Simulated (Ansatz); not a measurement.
LiH (rock salt)

```
CELL_PARAMETERS angstrom
      0.00000     4.00712     4.00712
      2.00356     2.00356     4.00712
      2.00356     2.00356     0.00000
ATOMIC_POSITIONS crystal
  H  0.00000 0.00000 0.00000
  H  0.50000 0.00000 0.00000
  Li 0.00000 0.50000 0.50000
  Li 0.50000 0.50000 0.50000
```

The atoms are displaced by Q × the pattern below (from a DFPT mode at X = (0.5, 0.5, 0.0), largest move 1; Q in Å), at fixed cell. It is one choice among 2 degenerate patterns. (q is in reciprocal vectors of the primitive cell; the cell shown is doubled to hold the pattern.)

| atom | x | y | z |
|---|---|---|---|
| H1 | 0.000 | 1.000 | 0.000 |
| H2 | 0.000 | -1.000 | 0.000 |
| Li3 | 0.000 | 0.027 | 0.000 |
| Li4 | 0.000 | -0.027 | 0.000 |

Calculation: PBE (plane waves to 420 eV, PAW, scalar-relativistic; Ansatz, a quantum-chemistry and plane-wave program). k mesh 14×14×14 (Γ-centred), Fermi-Dirac smearing 0.05 eV. LiH was relaxed with its symmetry unable to fall. 

```csv
Q (Å),−dE/dQ from forces (eV/Å)
-0.180,0.999
-0.150,0.809
-0.120,0.632
-0.090,0.465
-0.060,0.305
-0.030,0.151
0.000,0.000
0.030,-0.151
0.060,-0.305
0.090,-0.465
0.120,-0.632
0.150,-0.809
0.180,-0.999
```

Problem. What harmonic wavenumber does the curvature at Q = 0 give?

Solution. 822 cm⁻¹. E″ = 5.03 eV/Å², M = Σ mᵢ|uᵢ|² = 2.0 u, ν̃ = 521.5·√(|E″|/M).

(A displaced cell: forces are minus the slopes of the energy, force constants its curvatures, and phonons follow from these.)
